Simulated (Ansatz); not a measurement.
All numbers below come from Ansatz 0.2.0, DFT PBE, scalar-relativistic, plane waves, PAW. All cells share a 420 eV cutoff and Γ-centred k meshes spaced at most about 0.3 Å⁻¹ (about 0.25 or finer for metals, 2π included). No spin polarisation in the final relaxations.

These are static total energies at zero pressure.

Two forms of La3O2 were relaxed alike.

A.

Space group Pm-3m (No. 221). a = 4.861 Å, b = 4.861 Å, c = 4.861 Å, α = 90.00°, β = 90.00°, γ = 90.00°
```json
{"atom": "La", "site": "3c", "symmetry": "4/mm.m", "x": "0.0000", "y": "0.5000", "z": "0.5000"}
{"atom": "O", "site": "1b", "symmetry": "m-3m", "x": "0.5000", "y": "0.5000", "z": "0.5000"}
{"atom": "O", "site": "1a", "symmetry": "m-3m", "x": "0.0000", "y": "0.0000", "z": "0.0000"}
```

B.

Space group R-3m:H (No. 166). a = 7.920 Å, b = 7.920 Å, c = 10.224 Å, α = 90.00°, β = 90.00°, γ = 120.00°
| atom | site | symmetry | x | y | z |
| --- | --- | --- | --- | --- | --- |
| La | 9d | .2/m | 0.8333 | 0.1667 | 0.1667 |
| O | 6c | 3m | 0.3333 | 0.6667 | 0.5010 |

Question: Which is lower in energy, and by how much?

Answer: B is lower, by 0.65 eV/atom. A has space group Pm-3m (No. 221), 23.0 Å³/atom and no gap on its mesh; B has space group R-3m (No. 166), 37.0 Å³/atom and no gap. Counting O atoms around La (those within 1.25 times the shortest such distance or 1.15 times the sum of covalent radii, 1.27 where that leaves under three; a plus sign parts nearer from farther groups), A has La 2+4 and B has La 2. The lower one is the more open, so pressure narrows the difference. In A, La has 2 O at 2.43 Å, 4 O at 3.44 Å and 8 La at 3.44 Å; around O on its first site lie 6 La at 2.43 Å; O on its second site has 12 La at 3.44 Å. In B, La has 2 O at 2.29 Å; around O lie 3 La at 2.29 Å. Both come from invented guesses. A third cell relaxed alike, in P-3m1, lies 0.37 eV/atom below the lower of the two.

In Pm-3m, R-3m an odd number of electrons in the primitive cell allows no gap without spin; a larger cell or a magnetic state could open one. A magnetic state wasn't ruled out in cells without spin, among them Pm-3m, R-3m. Cells relaxed within their symmetry can be saddle points.
